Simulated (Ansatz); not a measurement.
Y2AlSi2:
```cif
data_Al2Si4Y4
_chemical_formula_sum 'Y4 Al2 Si4'
_space_group_name_H-M_alt 'Immm'
_space_group_IT_number 71
_space_group_name_Hall '-I 2 2'
_cell_length_a 4.07625
_cell_length_b 5.70619
_cell_length_c 8.75413
_cell_angle_alpha 90.000
_cell_angle_beta 90.000
_cell_angle_gamma 90.000
loop_
_atom_site_label
_atom_site_type_symbol
_atom_site_symmetry_multiplicity
_atom_site_Wyckoff_symbol
_atom_site_fract_x
_atom_site_fract_y
_atom_site_fract_z
_atom_site_occupancy
Y1 Y 4 j 0.00000 0.50000 0.21058 1
Al1 Al 2 a 0.00000 0.00000 0.00000 1
Si1 Si 4 h 0.00000 0.21017 0.50000 1
```
(The calculation used a cell of 5 atoms; values per cell refer to that cell.)

Relaxed with r²SCAN.

Which orbitals make up the states near the Fermi level in plane-wave PAW r²SCAN (Ansatz code)?

Within 0.5 eV of the Fermi level: Y 4d 62 %, Si 3p 18 %, Al 3p 7 %. Projections are on Löwdin-orthogonalised atomic valence shells; empty p or d shells of many metals are not among them.

Tabulate the density of states.

States/eV per cell of 5 atoms, in 0.25 eV bins, energy from the Fermi level.

| E (eV) | total | Y 4d | Si 3p | Al 3p |
|---|---|---|---|---|
| -7.85 | 0.88 | 0.13 | 0.18 | 0.13 |
| -7.60 | 0.74 | 0.11 | 0.16 | 0.09 |
| -7.35 | 0.69 | 0.11 | 0.15 | 0.08 |
| -7.10 | 0.68 | 0.12 | 0.15 | 0.08 |
| -6.85 | 0.74 | 0.14 | 0.15 | 0.09 |
| -6.60 | 0.89 | 0.16 | 0.24 | 0.07 |
| -6.35 | 0.69 | 0.10 | 0.21 | 0.04 |
| -6.10 | 1.07 | 0.17 | 0.37 | 0.04 |
| -5.85 | 1.39 | 0.25 | 0.43 | 0.07 |
| -5.60 | 0.88 | 0.15 | 0.35 | 0.06 |
| -5.35 | 0.76 | 0.13 | 0.30 | 0.06 |
| -5.10 | 0.68 | 0.11 | 0.26 | 0.07 |
| -4.85 | 0.79 | 0.12 | 0.32 | 0.11 |
| -4.60 | 1.10 | 0.15 | 0.51 | 0.18 |
| -4.35 | 1.50 | 0.20 | 0.72 | 0.26 |
| -4.10 | 1.76 | 0.25 | 0.86 | 0.32 |
| -3.85 | 2.13 | 0.33 | 1.04 | 0.39 |
| -3.60 | 2.00 | 0.34 | 0.98 | 0.35 |
| -3.35 | 1.90 | 0.36 | 0.94 | 0.31 |
| -3.10 | 2.03 | 0.39 | 1.03 | 0.36 |
| -2.85 | 2.60 | 0.52 | 1.39 | 0.39 |
| -2.60 | 2.87 | 0.58 | 1.61 | 0.36 |
| -2.35 | 3.28 | 0.65 | 1.96 | 0.36 |
| -2.10 | 2.00 | 0.46 | 0.98 | 0.37 |
| -1.85 | 2.00 | 0.57 | 0.94 | 0.32 |
| -1.60 | 4.07 | 1.33 | 1.75 | 0.65 |
| -1.35 | 3.71 | 1.44 | 1.53 | 0.48 |
| -1.10 | 2.70 | 1.15 | 0.88 | 0.46 |
| -0.85 | 2.70 | 1.28 | 0.75 | 0.40 |
| -0.60 | 2.59 | 1.41 | 0.62 | 0.26 |
| -0.35 | 2.89 | 1.79 | 0.52 | 0.22 |
| -0.10 | 2.77 | 1.77 | 0.46 | 0.18 |
| 0.15 | 1.62 | 0.99 | 0.29 | 0.09 |
| 0.40 | 1.04 | 0.64 | 0.19 | 0.06 |
| 0.65 | 0.99 | 0.63 | 0.16 | 0.07 |
| 0.90 | 1.15 | 0.72 | 0.17 | 0.09 |
| 1.15 | 1.75 | 1.08 | 0.25 | 0.13 |
| 1.40 | 2.57 | 1.59 | 0.37 | 0.16 |
| 1.65 | 3.36 | 2.10 | 0.43 | 0.19 |
| 1.90 | 3.04 | 1.87 | 0.37 | 0.16 |
| 2.15 | 2.97 | 1.84 | 0.33 | 0.15 |
| 2.40 | 2.49 | 1.54 | 0.27 | 0.14 |
| 2.65 | 3.24 | 1.77 | 0.36 | 0.22 |
| 2.90 | 3.60 | 1.92 | 0.39 | 0.27 |
| 3.15 | 3.72 | 2.12 | 0.35 | 0.26 |
| 3.40 | 3.95 | 2.31 | 0.37 | 0.25 |
| 3.65 | 4.37 | 2.63 | 0.38 | 0.25 |
| 3.90 | 3.72 | 2.21 | 0.35 | 0.23 |
| 4.15 | 4.42 | 2.73 | 0.40 | 0.27 |
| 4.40 | 5.15 | 3.45 | 0.41 | 0.29 |

The first step of the workflow began from a Materials Project structure, measured or hypothetical; the Crystallography Open Database files this formula in space group No. 71, but the cells were not matched. Whether it is the stable phase at ambient conditions was not checked. The r²SCAN relaxation kept the symmetry of its start; its stability against distortions is not shown here. The run is not spin-polarised. Scalar-relativistic: spin–orbit coupling is off unless named, which matters more the heavier the elements.

Potentials: the earlier of the program's two PAW sets.
